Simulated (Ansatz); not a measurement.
## Kick test of a cell of TiGe6Mo2

The structure comes from a generated guess, relaxed at this level; another structure or a mixture of phases may lie lower.

Level of theory: Ansatz, DFT PBE, scalar-relativistic, plane waves, PAW. Cutoff 420 eV; k points 10×10×10 on the computed 9-atom cell (Γ-centred); Gaussian smearing, width 0.10 eV; no spin polarisation.

The cell below (9 atoms, space group Fmmm (No. 69)) is relaxed within its symmetry.

```xyz
9
Lattice="0.0000 4.1785 7.0952 2.3735 0.0000 7.0952 2.3735 4.1785 0.0000" Properties=species:S:1:pos:R:3 pbc="T T T"
Ti    0.0000    0.0000    0.0000
Ge    2.3735    5.5342    7.0952
Ge    2.3735    5.5340   11.8148
Ge    2.3735    5.5340    2.3756
Ge    2.3735    2.8228    7.0952
Ge    2.3735    2.8231   11.8148
Ge    2.3735    2.8231    2.3756
Mo    2.3735    4.1785    4.7215
Mo    2.3735    4.1785    9.4689
```

For the test it was strained at random (σ = 1.5 % a component), the atoms were moved at random (σ = 0.05 Å), and all was relaxed again on a coarse 6×6×6 mesh (in the run’s order of axes) with 0.20 eV smearing, with no symmetry imposed.

**Question.** Is the structure stable against such a distortion?

**Answer.** It returns, within 1 meV/atom of the unmoved cell on that mesh and with the same symmetry when read at 0.1 Å. No instability shows in this cell; modes of other wave vectors, which need another repeat, aren't tested.
